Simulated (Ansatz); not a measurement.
SrSn₃Pd: pressure against volume

SrSn₃Pd, I4mm, a = 4.797 Å, c = 11.187 Å. The structure is a COD entry; whether it is the stable form wasn't checked. Ansatz: PBEsol, PAW, 420 eV, Γ-centred 10×10×10 mesh on 5 atoms, Gaussian smearing 0.10 eV; no spin polarisation. Shape and atoms are relaxed at each volume; pressure is positive in compression.

```
V (Å³/atom) P (GPa)
     24.199        ?
     24.971     2.10
     25.743    -0.02
     26.515    -1.80
     27.288    -3.29
```

Problem. Take V0 = 25.743 Å³/atom, count pressures from its P0 = -0.02 GPa, fit the third-order Birch–Murnaghan form to the other rows, and predict the missing pressure.

Solution. With the Eulerian strain f = ½[(V0/V)^(2/3) − 1] and y = (P − P0)/[3f(1 + 2f)^(5/2)], the form is the line y = B0 + 1.5 B0 (B0′ − 4) f. Rows (f, y): 0.01025, 65.5; -0.00975, 63.9; -0.01906, 63.0. Means f = -0.006187, y = 64.133; Σ(Δf)² = 0.0004486, ΣΔfΔy = 0.03788; the slope is their ratio. y = 64.66 + 84.45 f GPa, so B0 = 64.7 GPa and B0′ = 4 + 2 × (84.45)/(3 × 64.66) = 4.87. At V = 24.199, f = 0.02105, y = 66.44 and P = 4.63 GPa. The run gave 4.61 GPa, so the fit is 0.02 GPa too high, a small miss on the scale of the series. The form still works here, 33 % of the fitted range beyond its end.

Cost: 5 runs of about 11 core-minutes in all, on Intel Xeon 6975P-C (Granite Rapids) (shared hosts).